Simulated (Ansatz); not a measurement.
Here is the system:

Y4Zn5Ge6:
```
CELL_PARAMETERS angstrom
      2.10778    -9.24893     0.00000
      2.10778     9.24893     0.00000
      0.00000     0.00000    15.29525
ATOMIC_POSITIONS crystal
  Y  0.01737 0.98263 0.76244
  Y  0.98263 0.01737 0.26244
  Y  0.17608 0.82392 0.31761
  Y  0.82392 0.17608 0.81761
  Y  0.16928 0.83072 0.95871
  Y  0.83072 0.16928 0.45871
  Y  0.03176 0.96824 0.50063
  Y  0.96824 0.03176 0.00063
  Zn 0.34558 0.65442 0.99075
  Zn 0.65442 0.34558 0.49075
  Zn 0.29972 0.70028 0.63743
  Zn 0.70028 0.29972 0.13743
  Zn 0.64957 0.35043 0.78173
  Zn 0.35043 0.64957 0.28173
  Zn 0.15091 0.84909 0.63575
  Zn 0.84909 0.15091 0.13575
  Zn 0.43384 0.56616 0.57914
  Zn 0.56616 0.43384 0.07914
  Ge 0.22581 0.77419 0.49883
  Ge 0.77419 0.22581 0.99883
  Ge 0.43152 0.56848 0.85873
  Ge 0.56848 0.43152 0.35873
  Ge 0.22133 0.77867 0.77438
  Ge 0.77867 0.22133 0.27438
  Ge 0.56023 0.43977 0.90887
  Ge 0.43977 0.56023 0.40887
  Ge 0.56690 0.43310 0.63376
  Ge 0.43310 0.56690 0.13376
  Ge 0.11392 0.88608 0.14425
  Ge 0.88608 0.11392 0.64425
```

This is the r²SCAN-relaxed structure.

Problem. All from plane-wave PAW r²SCAN (Ansatz code), unless another level is named. Predict the electronic character.

Solution. metallic (no gap).

Problem. Next, the density of states at the Fermi level?

Solution. 0.05 states/eV per atom (mean over ±0.08 eV).

Problem. What about the formation energy from the elements (no fitted shifts)?

Solution. -0.65 eV/atom.

Space group Cmc2_1. The workflow started from a Materials Project entry (that database holds measured and hypothetical structures alike); the Crystallography Open Database copy checked does not list it. Whether it is the stable phase at ambient conditions was not checked. The cell was relaxed with r²SCAN under the symmetry of its start; its stability against distortions is not shown here. The run is not spin-polarised. The references are the lowest solids computed at this level, not always the standard phases. Spin–orbit coupling is left out wherever it is not named.

Potentials: the later of the program's two PAW sets.
